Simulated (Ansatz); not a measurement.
CaTiO3 (cubic perovskite, Pm-3m) at seven volumes, the program Ansatz at the PBEsol level (PAW), scaled uniformly. One row is withheld.

```csv
V (Å³/atom),P (GPa)
10.312,21.96
10.652,13.45
10.992,?
11.332,0.02
11.672,-5.25
12.012,-9.75
12.352,-13.59
```

**Question.** Fit the shown pressures and predict the withheld one.

**Answer.** Third-order Birch–Murnaghan: P = (3/2)B₀(x^(7/2) − x^(5/2))[1 + (3/4)(B′ − 4)(x − 1)] with x = (V₀/V)^(2/3). Least squares on the six rows gives V₀ = 11.333 Å³/atom, B₀ = 189.8 GPa, B′ = 4.29. At V = 10.992, x = 1.0206 and P = 6.19 GPa. The run itself gave 6.21 GPa.

The workflow started from an entry of the Crystallography Open Database (COD), which files this formula under 5 space groups. Whether it is the stable phase at ambient conditions was not checked. Symmetry was held in the PBEsol relaxation; whether a distortion lowers the energy is not shown. No spin polarisation was allowed.

Potentials: the later of the program's two PAW sets.
